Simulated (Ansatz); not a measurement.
Given:

Generalised stacking fault of AgCl (rock salt) on the {100} plane. The cell below holds the perfect crystal with the plane normal along z; tilting its third vector by the shift puts one fault into each cell, between planes 2.72 Å apart, at fixed cell height.

```yaml
crystal:
  lattice:
    - [3.85193, 0.00000, 0.00000]
    - [0.00000, 3.85193, 0.00000]
    - [1.92596, 1.92596, 8.17118]
  atoms:
    - { symbol: Cl, position: [0.00000, 0.00000, 0.83333] }
    - { symbol: Cl, position: [0.33333, 0.33333, 0.16667] }
    - { symbol: Cl, position: [0.66667, 0.66667, 0.50000] }
    - { symbol: Ag, position: [0.50000, 0.50000, 0.83333] }
    - { symbol: Ag, position: [0.83333, 0.83333, 0.16667] }
    - { symbol: Ag, position: [0.16667, 0.16667, 0.50000] }
```

In-plane vectors a = (3.852, 0.000) Å, b = (0.000, 3.852) Å, area 14.84 Å². The shift is x·a + y·b, and the map repeats with period 1 in x and y. The shift is rigid: no atom relaxes. γ = [E(shift) − E(0)] / area.

Level of theory: PBEsol (plane waves to 420 eV, PAW, scalar-relativistic; Ansatz, a quantum-chemistry and plane-wave program). k mesh 7×7×7 (Γ-centred), Fermi-Dirac smearing 0.05 eV. Energies are extrapolated to zero smearing. As the smearing reaches across the gap at some points, the k mesh leaves noise in γ, roughly 0.02 J/m² as judged from a few cases. Faults lie only 8.2 Å apart, and holding the cell height and the atoms raises γ above its relaxed value. AgCl was relaxed with its symmetry unable to fall. γ is measured from zero shift.

The scan covers x from 0.000 to 0.833 in 6 points and y from 0.000 to 0.833 in 6 points.

Q: Where does the grid have local minima besides zero shift?

A: No grid point is one.

Q: Stepping between nearest grid points (4 neighbours each), what is the highest γ met on the easiest way from zero shift to the shift a?

A: 0.21 J/m².

Q: Which grid point, or set of equal points, is the highest, and at what γ?

A: x = 0.500, y = 0.500 (0.74 J/m²).

(The slope of γ gives the shear force per area between the displaced halves; near zero shift its curvature is an elastic stiffness.)
